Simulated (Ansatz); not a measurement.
The cell is COD entry 9009002, as deposited and not checked against the literature; nothing was relaxed. The listed cell was then made from it by scaling, straining or moving an atom.

An input for Sb$_{2}$Au: DFT, LDA, PAW with Ansatz's default frozen-core files, scalar-relativistic (Ansatz 0.2.0). The PAW files were made with PBE; their cores are remade for this functional.

Command: `ansatz run input.yaml --threads 1 --pin off --max-ram 4096MiB --backend cpu --events-out ev --progress --plain --runs-dir out` The run took 11 s on 1 thread of Arm Neoverse V2 (shared host), peak memory 0.48 GiB.

```yaml
crystal:
  lattice:
    - [-0.03328, 3.31136, 3.31136]
    - [3.31136, -0.03328, 3.31136]
    - [3.31136, 3.31136, -0.03328]
  atoms:
    - { symbol: Sb, position: [0.25, 0.25, 0.25] }
    - { symbol: Sb, position: [0.75, 0.75, 0.75] }
    - { symbol: Au, position: [0.0, 0.0, 0.0] }
kpoints:
  mp_grid: { grid: [9, 9, 9] }
scf:
  occupations: { method: fermi_dirac, width: 0.08 }
hamiltonian:
  xc: lda
  pseudopotentials: { kind: paw }
output:
  forces: true
  stress: true
  eigenvalues: true
  efg: { contact_densities: true }
```

The results part of the log:

```
SCF 1 converged in 6 iterations: F = -25536.380668 eV  dr2 = 1.21e-8
  greatest PAW one-centre occupation: 1.003 electrons in one spin orbital (limit 2), on the Au atom at site 2 (counted from 0), in its partial waves of l = 0
SCF converged after 6 iterations
Free energy (F): -25536.380668 eV
Harris-Foulkes:  -25536.380668 eV  (|F-HF|=1.92e-9)
Internal energy: -25536.357075 eV  (E = F + TS)
E sigma→0 (E₀):  -25536.368872 eV
Entropy (-TS):   -0.023593 eV (-7.864 meV/atom)
Fermi energy:    13.302063 eV
--- Per-component energies (eV) ---
  E_band       = -618.143597
  E_kinetic    = 1024.151282
  E_local      = -5478.509247  (includes V_loc(G=0)·N_el)
  E_nonlocal   = 811.058234
  E_hartree    = 2425.398964
  E_xc         = -504.913561
  E_vxc        = -472.759014  (∫ρ·V_xc dr)
  E_paw        = -18273.780668  (= ΣΔE_a)
  E_vpaw       = -1352.888395  (= ΣTr[D̂ρ^β])
  E_aug_tail   = 0.001267  (compensation charges beyond the density's cutoff)
  E_ewald      = -5541.403711
  E_core_change = 1.640365  (= ΣΔE_core)
  E_smearing   = -0.023593  (= −TS)
  E_closure    = -0.000000  (closes the sum)
  Σ components = -25536.380668   (vs F -25536.380668, Δ=0.00e0)
--- Forces (eV/Å), atoms counted from 1 ---
  atom   1  Sb     0.02062316     0.02062316     0.02062316
  atom   2  Sb    -0.02062316    -0.02062316    -0.02062316
  atom   3  Au     0.00000000    -0.00000000    -0.00000000
  max |Σ_I F_I| component: 1.04e-17 eV/Å
--- Stress (GPa, compression-positive) ---
        2.932993      -0.026121      -0.026121
       -0.026121       2.932993      -0.026121
       -0.026121      -0.026121       2.932993
  P = ⅓ Tr σ = 2.9330 GPa (29.330 kbar)
--- PAW observables at the nuclei: V_zz in 10²¹ V/m², potentials from the cell's mean, atoms counted from 1 ---
  atom   1  Sb V_zz =    -0.850638   η = 0.0000   by run symmetry: allowed
            electrostatic potential = -8413.393929 V   contact ρ = 1344817.261558 e/Å³
  atom   2  Sb V_zz =    -0.850638   η = 0.0000   by run symmetry: allowed
            electrostatic potential = -8413.393929 V   contact ρ = 1344817.261558 e/Å³
  atom   3  Au V_zz =    -0.867247   η = 0.0000   by run symmetry: allowed
            electrostatic potential = -16453.683379 V   contact ρ = 13028874.322948 e/Å³
--- Band table (eV; the first three rows and the last of 85) ---
  k-point 0: bands = ["-93.5742", "-44.8996", "-44.8774", "-44.8774", "-16.1935", "-16.1935", "-16.1535", "-16.1535", "-16.1517", "-16.1074", "-16.1074", "-16.1070", "-16.0648", "-16.0648", "0.2882", "6.4224", "6.6959", "6.7140", "6.7140", "8.0103", "8.0103", "13.0474", "13.0474", "13.1620", "13.8429", "13.9167", "13.9167", "14.8188", "15.9248", "15.9248"]
  k-point 1: bands = ["-93.5742", "-44.8996", "-44.8774", "-44.8774", "-16.1896", "-16.1896", "-16.1525", "-16.1520", "-16.1504", "-16.1087", "-16.1085", "-16.1082", "-16.0687", "-16.0687", "0.4102", "5.5860", "6.7453", "6.7611", "7.5757", "7.9937", "7.9942", "11.8435", "12.6912", "12.7557", "13.5955", "13.9490", "13.9644", "15.4758", "16.2159", "16.3727"]
  k-point 2: bands = ["-93.5742", "-44.8996", "-44.8775", "-44.8774", "-16.1785", "-16.1785", "-16.1493", "-16.1479", "-16.1464", "-16.1125", "-16.1121", "-16.1119", "-16.0800", "-16.0799", "0.7677", "4.6938", "6.8655", "6.8798", "7.9653", "7.9673", "8.3678", "10.4561", "12.0475", "12.0821", "13.1025", "13.8654", "13.8728", "15.8139", "17.0272", "17.2134"]
  k-point 84: bands = ["-93.5742", "-44.8998", "-44.8774", "-44.8774", "-16.1465", "-16.1402", "-16.1363", "-16.1337", "-16.1330", "-16.1263", "-16.1260", "-16.1239", "-16.1185", "-16.1123", "2.3273", "2.9408", "7.0764", "7.1769", "7.4636", "7.9887", "8.0318", "9.5938", "10.7213", "11.6330", "12.1664", "13.8109", "14.2286", "17.4178", "19.2041", "19.4197"]
```
